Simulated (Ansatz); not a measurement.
Li2Ca:
```
Li2Ca
1.0
    0.00000     4.40482     4.40482
    4.40482     0.00000     4.40482
    4.40482     4.40482     0.00000
Li Ca
4 2
Cartesian
  1.10120   1.10120   1.10120
  1.10120   3.30361   3.30361
  3.30361   3.30361   1.10120
  3.30361   1.10120   3.30361
  4.40482   4.40482   4.40482
  6.60722   6.60722   6.60722
```

Relaxed with r²SCAN. Special points in fractions of this cell's reciprocal vectors: Γ (0.000, 0.000, 0.000); X (0.500, 0.000, 0.500); U (0.625, 0.250, 0.625); K (0.375, 0.375, 0.750); L (0.500, 0.500, 0.500); W (0.500, 0.250, 0.750).

Problem. List the band energies nearest the Fermi level at these points for the program Ansatz at the r²SCAN level (PAW).

Solution. In eV from the Fermi level; about four levels below and three above (degenerate sets whole), none deeper than 8.9 eV; points with the same levels are listed once.

```
k                    below                above
-  -----------------------  -------------------
Γ                    -4.12       0.20 0.20 0.20
X  -0.78 -0.78 -0.41 -0.41  1.90 1.90 2.09 2.09
U  -2.01 -1.92 -0.53 -0.30       0.84 1.50 1.54
L              -2.86 -2.50       0.16 0.16 0.41
W  -1.86 -1.86 -1.75 -1.75  0.94 0.94 1.05 1.05
```

Space group Fd-3m (cubic Laves (MgCu2 type)). The workflow started from an entry of the Crystallography Open Database (COD), which files this formula under 2 space groups. Whether it is the stable phase at ambient conditions was not checked. The cell was relaxed with r²SCAN under the symmetry of its start; whether a distortion lowers the energy is not shown.

Potentials: the later of the program's two PAW sets.
